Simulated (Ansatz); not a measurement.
The relaxed structure here is a generated cell of Ir: the first start was made by placing the elements on the sites of a structure type, and the end was not matched to a known phase here, so it may be hypothetical. Known forms of Ir include space group No. 225.

One stationary structure of Ir. Space group P6/mmm (No. 191), AFLOW prototype A_hP1_191_a (A_f, as in Sn). Calculation: r2SCAN (plane waves to 500 eV, PAW, scalar-relativistic; Ansatz, a first-principles code).

```xyz
1
Lattice="2.6393 0.0000 0.0000 -1.3196 2.2857 0.0000 0.0000 0.0000 2.5806" Properties=species:S:1:pos:R:3 pbc="T T T"
Ir     0.0000     0.0000     0.0000
```

| Quantity | Value |
|---|---|
| Volume per atom | 15.57 Å³ |
| Band gap | no gap (metallic) |
| Shortest distances | Ir–Ir 2.58 Å |
| k-mesh | 20×20×18 |

Band energies at high-symmetry points (eV from the Fermi level; labels of this space group; no spin-orbit coupling), from −5 eV up to 1.2 eV:

| point | energies |
|---|---|
| Γ | -3.20 -3.20 |
| M | -1.84 0.08 0.75 |
| K | -4.04 -4.04 -0.90 -0.90 |
| A | -2.66 -2.66 -1.16 -1.03 -1.03 |
| L | -2.21 |
| H | -2.63 -2.63 |

No spin polarisation in the result.

The run could not lose the symmetry of its start: the end is stationary, and may be a saddle point rather than a minimum.
